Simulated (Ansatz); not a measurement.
Here is an unrelaxed guess for NbAl2F3.

```
Al Nb F
1.0
     4.30722    0.00000    0.00000
    -2.15361    3.73016    0.00000
     0.00000    0.00000    5.53126
Al Nb F
2 1 3
Direct
  0.33333 0.66667 0.50000
  0.00000 0.00000 0.50000
  0.00000 0.00000 0.00000
  0.33333 0.66667 0.14817
  0.33333 0.66667 0.85183
  0.66667 0.33333 0.00000
```

All numbers below come from DFT PBE, scalar-relativistic, plane waves, PAW (Ansatz 0.2.0). Cutoff 420 eV; k points 6×6×4 on the computed 6-atom cell (Γ-centred); Gaussian smearing, width 0.10 eV; collinear spin from starting moments 0.0 0.0 0.0 0.0 0.0 0.0 μB.

Formation energies are uncorrected and refer to the elements' standard structures at the same level (F₂ as a molecule).

**Question.** What does a single point on this coarse mesh give?

**Answer.** The pressure is 9.4 GPa (the mean over three directions, positive in compression), the largest force is 11.67 eV/Å, and the energy is −0.58 eV/atom against the elements. The shortest distance is 1.64 Å.

**Question.** Is it a good guess?

**Answer.** A rough one: relaxing gains about 0.40 eV/atom (the start's value is from the coarse mesh, so the gain is rough) in 17 ionic steps and ends at −0.97 eV/atom on the finer mesh. The symmetry stays P-6m2 (No. 187). The volume per atom grows by 5.6 %, from 14.8 to 15.6 Å³. The shortest distance goes from 1.64 Å (F–F) to 1.88 Å (Al–F). The ratio c/a of the conventional cell changes by a factor of 1.11. Conventional cell: a = 4.242 Å, c = 6.025 Å. Al on its first site is surrounded by 2 F at 1.88 Å and 3 Al at 2.45 Å; around Nb lie 3 F at 2.45 Å, 6 F at 2.70 Å and 2 Al at 3.01 Å; F on a site of symmetry 3m has 1 Al at 1.88 Å, 1 F at 2.27 Å, 3 Nb at 2.70 Å, 3 F at 2.70 Å and 3 Al at 3.09 Å; 2 more sites not described.

The last run used collinear spin, a 12×12×6 mesh (in the run's order of axes) for its 6-atom cell and Gaussian smearing of 0.10 eV. The magnetic state reached may not be the lowest. The relaxation can't lower the symmetry of the start, and the grade says only how near the guess is to its own end. A structure relaxed within its symmetry needn't be a true minimum. Another cell of NbAl2F3 relaxed alike but without spin, in R-3m, lies 0.45 eV/atom lower, so this cell isn't the stable form at this level.
